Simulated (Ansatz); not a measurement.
CsNb6S8:
```
CsNb6S8
1.0
    9.64723     0.00000     0.00000
   -4.82361     8.35474     0.00000
    0.00000     0.00000     3.36609
Cs Nb S
1 6 8
Cartesian
  0.00000   0.00000   0.00000
  2.89166   3.11836   0.83787
  1.93196   5.23638   2.52822
  5.50082   0.94507   0.83787
 -0.67721   7.40967   2.52822
  6.07836   4.29132   0.83787
 -1.25475   4.06343   2.52822
  0.00000   5.56983   0.84480
  4.82361   2.78491   2.52128
  3.09400   0.49999   0.85279
  1.72961   7.85476   2.51329
  7.66722   2.42949   0.85279
 -2.84361   5.92526   2.51329
  3.70962   5.42527   0.85279
  1.11400   2.92948   2.51329
```

Relaxed with PBEsol. Special points in fractions of this cell's reciprocal vectors: Γ (0.000, 0.000, 0.000); M (0.500, 0.000, 0.000); K (0.333, 0.333, 0.000); A (0.000, 0.000, 0.500); L (0.500, 0.000, 0.500); H (0.333, 0.333, 0.500); H2 (0.333, 0.333, -0.500).

Question: List the band energies nearest the Fermi level at these points for the program Ansatz at the PBEsol level (PAW).

Answer: In eV from the Fermi level; about four levels below and three above (degenerate sets whole), none deeper than 8.9 eV; points with the same levels are listed once.

```csv
k,below,above
Γ,-0.97 -0.97 -0.27 -0.27 -0.23,0.79 0.79 1.15
M,-0.37 -0.36 -0.20 -0.05,0.73 0.83 1.02
K,-0.35 -0.26 -0.26 -0.07,0.79 0.79 0.94
A,-1.83 -1.83 -0.87 -0.87,0.98 0.98 1.27 1.27
L,-1.77 -1.75 -0.95 -0.88,0.96 1.09 1.11
H,-1.75 -1.73 -0.91 -0.91,1.07 1.09 1.09 1.09
```

Space group P-3. The first step of the workflow began from a Materials Project structure, measured or hypothetical; the Crystallography Open Database copy checked does not list it. Its standing as an ambient phase is unchecked. The cell was relaxed with PBEsol under the symmetry of its start; whether a distortion lowers the energy is not shown. The run is not spin-polarised. With an odd number of electrons in the cell and no spin polarisation, the count alone makes it a metal. Spin–orbit coupling is left out wherever it is not named.

Potentials: the later of the program's two PAW sets.
